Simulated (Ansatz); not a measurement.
Data:

Starting cell, SiC (zinc blende):

```
CELL_PARAMETERS angstrom
      0.00000     4.37975     4.37975
      2.18988     0.00000     2.18988
      2.18988     2.18988     0.00000
ATOMIC_POSITIONS crystal
  C  0.37500 0.75000 0.75000
  C  0.87500 0.75000 0.75000
  Si 0.00000 0.00000 0.00000
  Si 0.50000 0.00000 0.00000
```

Scan: atom 3 (Si, nearest neighbour C at 1.896 Å; its periodic images, 3.1 Å or more away, move with it) is displaced towards the nearest neighbour, direction (-0.577, -0.577, -0.577) in Cartesian axes, by s. The other atoms stay.

Computed with PBE (plane waves to 420 eV, PAW, scalar-relativistic; Ansatz, a first-principles code). k mesh 5×10×10 (Γ-centred), Fermi-Dirac smearing 0.05 eV. Energies are smeared free energies. SiC was relaxed with its symmetry unable to fall. The zero of ΔE is the undisplaced structure.

The scan covers s from -0.380 to 0.380 Å in 11 points.

Problem. Is the energy the same for displacements of ±0.380 Å, and if not, which side lies higher?

Solution. Not even: the positive side lies higher at ±0.380 Å. With its periodic images moving along, the atom's site symmetry in this cell is 3m.

Problem. What is the energy change at s = 0.380 Å?

Solution. 2330 meV/cell.

Problem. What force acts on the atom along the line at s = -0.380 Å?

Solution. 3.66 eV/Å.

Problem. What is the force constant k = d²E/ds² of this move at s = 0?

Solution. 20.1 eV/Å².

(A displaced cell: forces are minus the slopes of the energy, force constants its curvatures, and phonons follow from these.)
